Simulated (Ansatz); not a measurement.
NbTe: changing the Hubbard U on Nb d

```cif
data_structure
_symmetry_space_group_name_H-M 'P 1'
_symmetry_Int_Tables_number 1
_cell_length_a 3.4257
_cell_length_b 3.4257
_cell_length_c 3.4257
_cell_angle_alpha 90.000
_cell_angle_beta 90.000
_cell_angle_gamma 90.000
_cell_volume 40.20
loop_
_atom_site_label
_atom_site_type_symbol
_atom_site_fract_x
_atom_site_fract_y
_atom_site_fract_z
_atom_site_occupancy
Nb1 Nb 0.50000 0.50000 0.50000 1
Te1 Te 0.00000 0.00000 0.00000 1
```

The cell comes from a database or a generator and needn't be the stable form of this composition.

Kept alike: task projected density of states; functional LDA; k mesh 8 × 8 × 8; occupations fermi-dirac, width 0.05 eV; no spin polarisation. Program: Ansatz, Ansatz PAW, cutoff 420 eV. The mesh is that of the run's cell of 2 atoms. No spin-orbit coupling.

```csv
"Hubbard U on Nb d, U (eV)",pressure (GPa)
0,-7.60
1,-7.17
2,-6.60
3,-5.46
4,-2.59
5,-0.26
6,2.65
8,10.42
```

Pressure is positive in compression, with a Pulay correction for the finite cutoff. U acts here on a shell without spin polarisation. For a metal such a mesh leaves the last digits unconverged. How U acts hangs on the program's projectors. All rows use potentials made for PBE. U is the effective U - J on orthogonalised atomic projectors. Double counting: fully localised limit (the default).

The pressure rises from -7.60 to 10.42 GPa between 0 and 8 eV.
